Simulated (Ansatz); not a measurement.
Total density of states per atom from DFT-PBE in the program Ansatz with PAW potentials, in 0.25 eV bins, energy from the Fermi level:

```
E (eV) | states/eV/atom
    -3.70 |  0.00
    -3.45 | ### 0.07
    -3.20 | ###### 0.13
    -2.95 | ####### 0.17
    -2.70 | ######### 0.20
    -2.45 | ########## 0.23
    -2.20 | ########### 0.25
    -1.95 | ############ 0.27
    -1.70 | ############# 0.29
    -1.45 | ############# 0.31
    -1.20 | ############## 0.34
    -0.95 | ############### 0.36
    -0.70 | ################ 0.38
    -0.45 | ################# 0.40
    -0.20 | ################### 0.44
     0.05 | ##################### 0.49
     0.30 | ######################### 0.59
     0.55 | ####################### 0.54
     0.80 | #################### 0.48
     1.05 | ################## 0.42
     1.30 | ################ 0.37
     1.55 | ############# 0.31
     1.80 | ########### 0.26
     2.05 | ######### 0.20
     2.30 | ###### 0.13
     2.55 | ##### 0.11
     2.80 | ###### 0.13
     3.05 | ######### 0.20
     3.30 | ############################# 0.67
     3.55 | ############################## 0.70
     3.80 | ######################### 0.59
     4.05 | ####################### 0.53
     4.30 | ##################### 0.48
     4.55 | ################### 0.45
     4.80 | ################## 0.43
```

Q: Which of these materials gives this?
A) Cr, bcc (W type)
B) Li, bcc (W type)
C) V, bcc (W type)
D) Eu, bcc (W type)

A: B, Li, bcc (W type). Within 0.5 eV of the Fermi level: Li 2s 63 %, outside the projected shells 37 %. Projections are on Löwdin-orthogonalised atomic valence shells; empty p or d shells of many metals are not among them.

Space group Im-3m (bcc (W type)). The cell was relaxed with PBE under the symmetry of its start.

Potentials: the later of the program's two PAW sets.
